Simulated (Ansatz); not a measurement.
**Te₂Pb₃Se (P-3m1) at 3 levels of theory**

One geometry, relaxed with PBE; plane waves with PAW potentials in Ansatz, scalar-relativistic unless the row names spin-orbit coupling. No spin polarisation but for the spin–orbit row. Gaps are the least over mesh and band path; pressure is positive in compression.

```cif
data_structure
_symmetry_space_group_name_H-M 'P 1'
_symmetry_Int_Tables_number 1
_cell_length_a 4.5603
_cell_length_b 4.5603
_cell_length_c 11.1721
_cell_angle_alpha 90.000
_cell_angle_beta 90.000
_cell_angle_gamma 120.000
_cell_volume 201.21
loop_
_atom_site_label
_atom_site_type_symbol
_atom_site_fract_x
_atom_site_fract_y
_atom_site_fract_z
_atom_site_occupancy
Te1 Te 0.33333 0.66667 0.67338 1
Te2 Te 0.66667 0.33333 0.32662 1
Pb1 Pb 0.66667 0.33333 0.84733 1
Pb2 Pb 0.00000 0.00000 0.50000 1
Pb3 Pb 0.33333 0.66667 0.15267 1
Se1 Se 0.00000 0.00000 0.00000 1
```

```csv
level,cutoff (eV),k mesh,gap (eV),pressure (GPa)
PBE,420,6×6×4,0.69,0.0
PBE with spin-orbit coupling,420,6×6×4,0,-0.1
PBEsol,420,6×6×4,0.61,-2.4
```

Spin-orbit coupling matters for the bands of heavy elements and enters only rows that name it. The smearing is narrow for a metal on this mesh.

The cell was found from a structure generator's guess, not taken from experiment.
